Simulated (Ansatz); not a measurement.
PtS2 (CdI2 type)

```
CELL_PARAMETERS angstrom
      3.55931     0.00000     0.00000
     -1.77966     3.08245     0.00000
      0.00000     0.00000     4.38472
ATOMIC_POSITIONS crystal
  Pt 0.00000 0.00000 0.00000
  S  0.66667 0.33333 0.27118
  S  0.33333 0.66667 0.72882
```

In each cell atom 2 (S, nearest neighbour Pt at 2.374 Å; its periodic images, 3.6 Å or more away, move with it) moves by s·(-0.750, -0.433, -0.501) (towards the nearest neighbour), the rest being held.

Calculation: PBEsol-D3(BJ) (plane waves to 420 eV, PAW, scalar-relativistic; Ansatz, a quantum-chemistry and plane-wave program). k mesh 12×12×9 (Γ-centred), Fermi-Dirac smearing 0.05 eV. Energies are smeared free energies. With partly filled bands, energies and forces of such displacements shift with the k mesh and the smearing. PtS2 is run without spin polarisation. PtS2 was relaxed with its symmetry unable to fall. Spin-orbit coupling is left out, though Pt is heavy. The zero of ΔE is the undisplaced structure.

Successive frames, forces in eV/Å:

| frame | ΔE (meV/cell) | F on Pt1 | F on S2 | F on S3 |
|---|---|---|---|---|
| s = -0.048 Å | 11 | (0.298, 0.172, 0.206) | (-0.316, -0.182, -0.265) | (0.018, 0.010, 0.059) |
| s = 0.000 Å | 0 | (0.000, 0.000, 0.000) | (0.000, 0.000, -0.003) | (0.000, 0.000, 0.003) |
| s = 0.048 Å | 13 | (-0.354, -0.204, -0.248) | (0.387, 0.224, 0.310) | (-0.034, -0.020, -0.063) |
| s = 0.096 Å | 54 | (-0.772, -0.446, -0.544) | (0.853, 0.493, 0.679) | (-0.082, -0.047, -0.135) |

Task: What are the energy and the forces in the next frame, s = 0.144 Å?

Result: ΔE (meV/cell) = 129.

```
atom      Fx      Fy      Fz
----  ------  ------  ------
Pt1   -1.267  -0.731  -0.897
S2     1.409   0.813   1.112
S3    -0.142  -0.082  -0.215
```

(A displaced cell: forces are minus the slopes of the energy, force constants its curvatures, and phonons follow from these.)
